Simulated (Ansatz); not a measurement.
Relaxed-ion elastic tensor of Nb$_{3}$Ir (Cu3Au type, space group No. 221) in GPa (Voigt order), PBEsol in the plane-wave PAW code Ansatz; density 11.71 g/cm³, 16.69 Å³ per atom.

```
133  267  267  0.0  0.0  0.0
267  133  267  0.0  0.0  0.0
267  267  133  0.0  0.0  0.0
0.0  0.0  0.0  5.7  0.0  0.0
0.0  0.0  0.0  0.0  5.7  0.0
0.0  0.0  0.0  0.0  0.0  5.7
```

Task: Is the crystal mechanically stable?

Result: No: the smallest eigenvalue of C is -135 GPa.

Space group Pm-3m (Cu3Au type). The cell is a constructed one: a structure type filled with these elements; neither database checked (COD, Materials Project) lists it. COD files the formula under space group No. 223. Its standing as an ambient phase is unchecked. Symmetry was held in the PBEsol relaxation. At this level the phase is mechanically unstable. The run is not spin-polarised. As this level gives no gap, shear constants depend on the k-mesh and smearing (Fermi–Dirac, 0.1 eV here). Spin–orbit coupling is left out wherever it is not named.

Potentials: the earlier of the program's two PAW sets. The files were generated under PBE; for other functionals the program regenerates the frozen cores, and for LDA and PBEsol the local potential too.
